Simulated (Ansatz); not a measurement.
SiO$_{2}$:
```
SiO2
1.0
    4.92010     0.00000     0.00000
   -2.46005     4.26093     0.00000
    0.00000     0.00000     5.41571
O Si
6 3
Direct
  0.41317   0.26916   0.21553
  0.73084   0.14401   0.54886
  0.85599   0.58683   0.88220
  0.26916   0.41317   0.78447
  0.14401   0.73084   0.45114
  0.58683   0.85599   0.11780
  0.46891   0.00000   0.33333
  0.00000   0.46891   0.66667
  0.53109   0.53109   0.00000
```

x, y and z are the axes in which the lattice vectors are written.

Q: Give the high-frequency dielectric tensor and the Born effective charge tensors of the independent atoms from DFPT, plane-wave PAW r²SCAN (Ansatz code).

A: 
ε∞:
```
2.37  0.00  0.00
0.00  2.37  0.00
0.00  0.00  2.40
```
Z* of atom 1 (O), rows: field, columns: displacement, in e:
```
-1.33   0.50  -0.33
 0.46  -2.01   0.70
-0.27   0.74  -1.73
```
Z* of atom 7 (Si), rows: field, columns: displacement, in e:
```
 3.02   0.00   0.00
 0.00   3.66   0.28
 0.00  -0.25   3.45
```

Static charges for comparison (Bader): O1 -1.68, Si7 +3.37 e. Born charges measure polarisation by displacement and can exceed these by far.

Space group P3_121. The r²SCAN relaxation kept the symmetry of its start; phonons on a q-mesh show no instability.

Potentials: the later of the program's two PAW sets.
